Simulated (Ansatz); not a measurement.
InP (zinc blende)

```
CELL_PARAMETERS angstrom
      0.00000     2.95351     2.95351
      2.95351     0.00000     2.95351
      2.95351     2.95351     0.00000
ATOMIC_POSITIONS crystal
  P  0.75000 0.75000 0.75000
  In 0.00000 0.00000 0.00000
```

Scan: atom 2 (In, nearest neighbour P at 2.558 Å; its periodic images, 4.2 Å or more away, move with it) is displaced along Cartesian [111], direction (0.577, 0.577, 0.577) in Cartesian axes, by s. The other atoms stay.

These are r2SCAN (plane waves to 500 eV, PAW, scalar-relativistic; Ansatz, a quantum-chemistry and plane-wave program) values and carry that method's errors. k mesh 8×8×8 (Γ-centred), Fermi-Dirac smearing 0.05 eV. Energies are smeared free energies. InP was relaxed with its symmetry unable to fall. The zero of ΔE is the undisplaced structure.

### Question
What ΔE (eV/cell) does the calculation give at s (Å) = -0.204, 0.102, 0.204, 0.306, 0.408, 0.510?

### Answer
| s (Å) | ΔE (eV/cell) |
|---|---|
| -0.204 | 0.208 |
| 0.102 | 0.036 |
| 0.204 | 0.127 |
| 0.306 | 0.251 |
| 0.408 | 0.389 |
| 0.510 | 0.527 |

(For displaced atoms, the force is minus the slope of the energy, and its curvature is a force constant, which sets phonon frequencies.)
